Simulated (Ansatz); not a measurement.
The calculation used DFT PBE, scalar-relativistic, plane waves, PAW (Ansatz). All cells share a 420 eV cutoff and Γ-centred k meshes spaced at most about 0.3 Å⁻¹ (about 0.25 or finer for metals, 2π included). No spin polarisation in the final relaxations.

All energies are static (0 K, no zero-point motion).

Two relaxed structures of RbLa2Cl2:

A.

```
Rb La Cl
1.0
    -2.86307    2.86307    6.14957
     2.86307   -2.86307    6.14957
     2.86307    2.86307   -6.14957
Rb La Cl
1 2 2
Cartesian
  0.0000 0.0000 0.0000
  0.0000 0.0000 4.4435
  0.0000 0.0000 7.8557
  0.0000 2.8631 0.0000
  2.8631 0.0000 0.0000
```

B.

```
Rb La Cl
1.0
     4.88811    0.00000    0.00000
    -2.44406    4.23323    0.00000
     0.00000    0.00000   10.45443
Rb La Cl
1 2 2
Direct
  0.00000 0.00000 0.00000
  0.33333 0.66667 0.61938
  0.66667 0.33333 0.38062
  0.66667 0.33333 0.65900
  0.33333 0.66667 0.34100
```

Question: Which is lower in energy, and by how much?

Answer: B is lower, by 0.34 eV/atom. A has space group I4/mmm (No. 139), 40.3 Å³/atom and no gap on its mesh; B has space group P-3m1 (No. 164), 43.3 Å³/atom and no gap. Counting Cl atoms around La and Rb (those within 1.25 times the shortest such distance or 1.15 times the sum of covalent radii; the shortest distance is added where it is long for a bond), A has Rb 4, La 4 and B has Rb 6 from 4.5 Å, La 4. The lower one is the more open, so pressure narrows the difference. Both come from invented guesses. A third cell relaxed alike, in I4/mmm, lies 169 meV/atom below the lower of the two.

In I4/mmm, P-3m1 an odd number of electrons in the primitive cell allows no gap without spin; a larger cell or a magnetic state could open one. A magnetic state wasn't ruled out in cells without spin, among them I4/mmm, P-3m1. Cells relaxed within their symmetry can be saddle points.
